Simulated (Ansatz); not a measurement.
InPt3:
```xyz
4
Lattice="4.0142 0.0000 0.0000 0.0000 4.0142 0.0000 0.0000 0.0000 4.0142" Properties=species:S:1:pos:R:3 pbc="T T T"
Pt     2.0071     2.0071     0.0000
Pt     0.0000     2.0071     2.0071
Pt     2.0071     0.0000     2.0071
In     0.0000     0.0000     0.0000
```

Relaxed with r²SCAN.

Question: Give the Bader charges and basin volumes of the independent atoms, plane-wave PAW r²SCAN (Ansatz code).

Answer: 

| atom | Bader charge (e) | Bader volume (Å³) |
|---|---|---|
| Pt1 | -0.38 | 17.3 |
| In4 | +1.15 | 12.7 |

Space group Pm-3m (Cu3Au type). The workflow started from an entry of the Crystallography Open Database (COD). Whether it is the stable phase at ambient conditions was not checked. The r²SCAN relaxation kept the symmetry of its start; whether a distortion lowers the energy is not shown. The run is not spin-polarised. Scalar-relativistic: spin–orbit coupling is off unless named, which matters more the heavier the elements.

Potentials: the later of the program's two PAW sets.
